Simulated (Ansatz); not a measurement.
C:
```cif
data_C8
_chemical_formula_sum 'C8'
_space_group_name_H-M_alt 'I4/mmm'
_space_group_IT_number 139
_space_group_name_Hall '-I 4 2'
_cell_length_a 4.35622
_cell_length_b 4.35622
_cell_length_c 2.49877
_cell_angle_alpha 90.000
_cell_angle_beta 90.000
_cell_angle_gamma 90.000
loop_
_atom_site_label
_atom_site_type_symbol
_atom_site_symmetry_multiplicity
_atom_site_Wyckoff_symbol
_atom_site_fract_x
_atom_site_fract_y
_atom_site_fract_z
_atom_site_occupancy
C1 C 8 h 0.18031 0.18031 0.00000 1
```
(The calculation used a cell of 4 atoms; values per cell refer to that cell.)

Relaxed with PBEsol. DFT-PBEsol in the program Ansatz with PAW potentials gives a gap of 2.27 eV.

**Question.** What gap does HSE06 give on the same cell (Ansatz, PAW)?

**Answer.** 3.50 eV, 1.24 eV more. The hybrid was solved on a coarser mesh and at special points; the gap given is the minimum over both.

```tsv
k	v1 PBEsol	c1 PBEsol	v1 HSE06	c1 HSE06
Γ	-0.92	4.39	-0.96	5.78
M	0.00	4.66	…	…
X	-3.54	5.13	…	…
P	-4.22	5.16	…	…
Z	-2.91	7.61	…	…
N	-3.25	4.36	-3.55	5.67
```

**Question.** Top valence (v1) and lowest conduction level (c1) in eV from each method's valence maximum (which need not be a listed point): supply the withheld HSE06 values.

**Answer.** 
- Z, v1 HSE06: -3.15
- Z, c1 HSE06: 9.18
- X, v1 HSE06: -3.88
- X, c1 HSE06: 6.46
- P, v1 HSE06: -4.60
- P, c1 HSE06: 6.49
- M, v1 HSE06: 0.00
- M, c1 HSE06: 5.94

Cost on shared cores: the PBEsol run (SCF on a 13×13×13 mesh, then bands and DOS) around 15 core-seconds (rough), the HSE06 run (SCF on 9×9×9, then a few points) around 100 core-seconds (rough); the tasks are unlike.

The start of the workflow was typed in or built on a structure type; the Crystallography Open Database copy checked does not list it. It is not the phase usual at ambient conditions (space group No. 194, 227). The cell was relaxed with PBEsol under the symmetry of its start; its stability against distortions is not shown here.

Potentials: the earlier of the program's two PAW sets. The files were generated under PBE; for other functionals the program regenerates the frozen cores, and for LDA and PBEsol the local potential too.
